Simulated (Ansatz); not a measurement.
# La2Tl3Sn3: Pb on a Sn site

All numbers are calculated (PBEsol, no spin polarisation, no spin-orbit coupling; Ansatz, PAW set soft_2, 420 eV, k-mesh 2×2×2 shifted by half a step), not measured.

The relaxed host crystal (Kohn–Sham gap 0.08 eV on this mesh):

```yaml
crystal:
  lattice:
    - [4.73866, 0.00000, 0.00000]
    - [0.00000, 4.74658, 0.00000]
    - [0.00000, 0.00000, 9.62014]
  atoms:
    - { symbol: La, position: [0.00000, 0.00000, 0.25735] }
    - { symbol: La, position: [0.00000, 0.00000, 0.74265] }
    - { symbol: Sn, position: [0.50000, 0.50000, 0.25415] }
    - { symbol: Sn, position: [0.50000, 0.50000, 0.74585] }
    - { symbol: Sn, position: [0.00000, 0.50000, 0.50000] }
    - { symbol: Tl, position: [0.00000, 0.50000, 0.00000] }
    - { symbol: Tl, position: [0.50000, 0.00000, 0.50000] }
    - { symbol: Tl, position: [0.50000, 0.00000, 0.00000] }
```

Supercell of 32 atoms, rows of the matrix [[2,0,0],[0,2,0],[0,0,1]] times the cell vectors; Pb on a Sn site at (0.500, 0.500, 0.254) in fractions of the cell above. Atoms are relaxed at the host's cell, from a start shaken by 0.03 Å near the defect.

Distances from the Pb atom (Å), by shell of the perfect crystal:

```csv
shell,perfect crystal,"relaxed, charge 0"
2 Sn,3.35,3.60
2 Tl,3.35,3.31
4 La,3.35,3.38
4 Tl,3.41,3.39 (3.30 to 3.48)
```

```json
{"charge": "0", "gap of the cell on the mesh (eV)": "0.29"}
```

Formation energy of the neutral defect: -0.03 eV, taking atoms from and to the elements' standard states (no corrections for gases), so it belongs to those chemical potentials alone.

A negative value doesn't mean that the atoms enter by themselves: with the elements as reservoirs, compounds of them would form first.

Caveats: small supercell, so energies and levels can be off by tenths of an eV; one random start near the defect, so other minima are possible.
